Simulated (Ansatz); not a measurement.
This guess for NbB2P3 is about to be relaxed.

Space group P6/mmm (No. 191). a = 5.667 Å, b = 5.667 Å, c = 3.088 Å, α = 90.00°, β = 90.00°, γ = 120.00°
```json
{"atom": "Nb", "site": "1a", "symmetry": "6/mmm", "x": "0.0000", "y": "0.0000", "z": "0.0000"}
{"atom": "B", "site": "2c", "symmetry": "-6m2", "x": "0.3333", "y": "0.6667", "z": "0.0000"}
{"atom": "P", "site": "3g", "symmetry": "mmm", "x": "0.5000", "y": "0.0000", "z": "0.5000"}
```

The calculation used DFT PBE, scalar-relativistic, plane waves, PAW in Ansatz 0.2.0. Cutoff 420 eV, Gaussian smearing, Γ-centred meshes. Cell and atoms relax first on a coarse mesh and then on a finer one. In between, the cell is made exact in the group found at 0.06 Å. In metals the finer mesh still leaves noise of several meV/atom or more. The steps can't lower the symmetry of their start. No spin polarisation in the relaxation; trial moments died out in a coarse test.

A guess keeps its type if space group and coordination stay and the shape of the cell changes little (axis ratios within about 15 %, angles within 6°); the volume may change.

Q: Does it keep its structure type, or change into something else?

A: It keeps its type. The symmetry stays P6/mmm (No. 191). The volume per atom shrinks by 16.9 %, from 14.3 to 11.9 Å³. The shortest distance goes from 2.25 Å (B–P) to 2.12 Å (B–P). The ratio c/a of the conventional cell changes by a factor of 1.00. Counting neighbours within 15 % of an atom's shortest distance, the start has B 6, Nb 20, P 4 and the end B 6, Nb 20, P 4.

The zero of energy is the elements' standard structures at the same level; no fitted shifts are applied. The references include black phosphorus.

Q: At what energy does it end?

A: +0.70 eV/atom. A positive value: parting into the elements would lower its energy.

The last run used a 12×12×12 mesh for its 6-atom cell and Gaussian smearing of 0.10 eV. The reference form of P is held partly by dispersion forces, which this level lacks. A structure relaxed within its symmetry needn't be a true minimum.
